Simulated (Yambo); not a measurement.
G0W0@LDA for CsGeBr3 (cubic perovskite, space group Pm-3m, No. 221) in Yambo. Reference settings: 2×2×2 Γ-centred k mesh, 303 bands and a 8 Ry block in the screening, 303 bands in G with the Bruneval-Gonze terminator, plasmon pole fitted at 27.2 eV. The LDA gap R → R on this mesh is 0.54 eV; G0W0 gaps are taken between the same points.

Gap (R → R) in eV against the number of bands and the screening block, terminator on:

```csv
bands (W and G),2 Ry,3 Ry,5 Ry,6 Ry,8 Ry
62,1.136,1.198,1.334,1.353,1.381
104,1.051,1.113,1.278,1.303,1.346
161,1.024,1.085,1.262,1.293,1.348
231,1.022,1.082,1.265,1.300,1.366
303,1.026,1.086,1.275,1.313,1.384
```

Rough cost of the Yambo step against the reference (shared machines):

| bands (W and G) | 2 Ry | 3 Ry | 5 Ry | 6 Ry | 8 Ry |
|---|---|---|---|---|---|
| 62 | 1/10 | 1/8 | 1/8 | 1/7 | 1/5 |
| 104 | 1/8 | 1/8 | 1/6 | 1/4 | 1/3 |
| 161 | 1/4 | 1/4 | 1/3 | 1/3 | ~1 |
| 231 | 1/3 | 1/3 | 1/2 | 1/2 | ~1 |
| 303 | 1/2 | 1/2 | 1/2 | ~1 | 1 |

At the largest block the last step in bands moves the gap by 0.018 eV; at the most bands the last step in the block moves it by 0.071 eV.

Spin-orbit splittings are left out. The cell is held in this high symmetry; tilts and polar distortions were not searched.

The standard potential for Ge keeps a d shell in the valence without the s and p states of that shell. In tests on such compounds this moved G0W0 gaps by up to about 0.9 eV, so absolute quasiparticle energies here are unreliable; differences between settings are what counts.

Geometry of the Materials Project entry, not relaxed at this level; primitive cell a = b = c = 5.5333 Å, α = β = γ = 90.00°.

The structure is a Materials Project entry; no match was found in the copy of COD used, and its stability was not checked.
